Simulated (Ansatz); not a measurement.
The start is a relaxed La cell shaken by Gaussian noise of σ = 0.08 Å a coordinate. Cell shape, volume and atoms are optimised at zero target pressure with r2SCAN (plane waves to 500 eV, PAW, scalar-relativistic; Ansatz, a first-principles code). The first steps use a coarse 5×5×5 k-mesh.

Starting cell:
```yaml
crystal:
  lattice:
    - [6.63439, 0.00000, 0.00000]
    - [0.00000, 6.63439, 0.00000]
    - [0.00000, 0.00000, 6.63439]
  atoms:
    - { symbol: La, position: [0.25875, 0.01655, 0.48090] }
    - { symbol: La, position: [0.75460, 0.97859, 0.51475] }
    - { symbol: La, position: [0.99901, 0.51894, 0.24278] }
    - { symbol: La, position: [0.99116, 0.48638, 0.75105] }
    - { symbol: La, position: [0.49753, 0.23668, 0.00856] }
    - { symbol: La, position: [0.51979, 0.75005, 0.01562] }
    - { symbol: La, position: [0.01927, 0.98798, 0.00613] }
    - { symbol: La, position: [0.50620, 0.52113, 0.50822] }
```

```json
{
  "largest_initial_force": "0.13 eV/Å, on La3, La6 (atoms numbered as listed)",
  "volume_change": "+1.7 %, from 36.50 to 37.13 Å³/atom",
  "relative_to_the_parent": "It does not go back: it reaches Pa-3 (No. 205), 0.10 eV/atom below the parent",
  "Shortest distances (start → end)": "The closest pairs of elements (up to four, under 3.6 Å), start → end: La–La 3.23 → 3.41 Å",
  "band_gap_at_the_end": "zero (metallic)",
  "optimiser_moves": "20"
}
```

Relaxed structure:

Space group Pa-3 (No. 205); a = b = c = 6.672 Å, α = β = γ = 90.00°

```json
[
 {"atom": "La", "site": "8c", "symmetry": ".3.", "x": "0.1474", "y": "0.1474", "z": "0.1474"}
]
```

Final values are on a 7×7×7 k-mesh of the relaxed cell. No spin polarisation in the result.

The relaxed structure here is a generated cell of La: the first start was made by placing the elements on the sites of a structure type, and the end was not matched to a known phase here, so it may be hypothetical. Known forms of La include space group No. 194.
